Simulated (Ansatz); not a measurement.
## Computed scan of one atom of the cell: ZnO (wurtzite)

ZnO (wurtzite)

```yaml
crystal:
  lattice:
    - [3.27960, 0.00000, 0.00000]
    - [-1.63980, 2.84021, 0.00000]
    - [0.00000, 0.00000, 5.29330]
  atoms:
    - { symbol: Zn, position: [0.66667, 0.33333, 0.00215] }
    - { symbol: Zn, position: [0.33333, 0.66667, 0.50215] }
    - { symbol: O, position: [0.66667, 0.33333, 0.62305] }
    - { symbol: O, position: [0.33333, 0.66667, 0.12305] }
```

Scan: atom 3 (O, nearest neighbour Zn at 1.999 Å; its periodic images, 3.3 Å or more away, move with it) is displaced along Cartesian x, direction (1.000, 0.000, 0.000) in Cartesian axes, by s. The other atoms stay.

The numbers are results of PBE (plane waves to 420 eV, PAW, scalar-relativistic; Ansatz, a program for electronic structure), not measurements. k mesh 9×9×5 (Γ-centred), Fermi-Dirac smearing 0.05 eV. Energies are smeared free energies. Compression counts positive. F∥ is the force on the atom along that direction. F⊥ is the part of the force across the line. ZnO was relaxed with its symmetry unable to fall. ΔE is measured from the undisplaced structure.

| s (Å) | ΔE (eV/cell) | |F⊥| (eV/Å) | P (GPa) | F∥ (eV/Å) |
|---|---|---|---|---|
| -0.600 | 1.898 | 8.789 | 16.4 | 8.233 |
| -0.480 | 1.079 | 5.091 | 9.8 | 5.533 |
| -0.360 | 0.544 | 2.630 | 5.2 | 3.479 |
| -0.240 | 0.221 | 1.095 | 2.2 | 1.983 |
| -0.120 | 0.052 | 0.263 | 0.5 | 0.888 |
| 0.000 | 0.000 | 0.000 | 0.0 | 0.000 |
| 0.120 | 0.052 | 0.263 | 0.5 | -0.888 |
| 0.240 | 0.221 | 1.095 | 2.2 | -1.983 |
| 0.360 | 0.544 | 2.630 | 5.2 | -3.479 |
| 0.480 | 1.079 | 5.091 | 9.8 | -5.533 |
| 0.600 | 1.898 | 8.789 | 16.4 | -8.233 |

Read from the data:

| Property | Result |
|---|---|
| Energy at s = 0.600 Å | 1898 meV/cell |
| Force along the line at s = -0.600 Å | 8.23 eV/Å |
| Symmetry of the curve | even: the same for both signs |
| Shape of the curve | a single well with its minimum at or next to zero displacement |
| Force constant k = d²E/ds² at s = 0 (finite differences) | 7.11 eV/Å² |
| Harmonic estimate at the end of the scan | ½ks² = 1280 meV/cell against the computed 1898 meV/cell, so the well is stiffer than harmonic there |

(For displaced atoms, the force is minus the slope of the energy, and its curvature is a force constant, which sets phonon frequencies.)
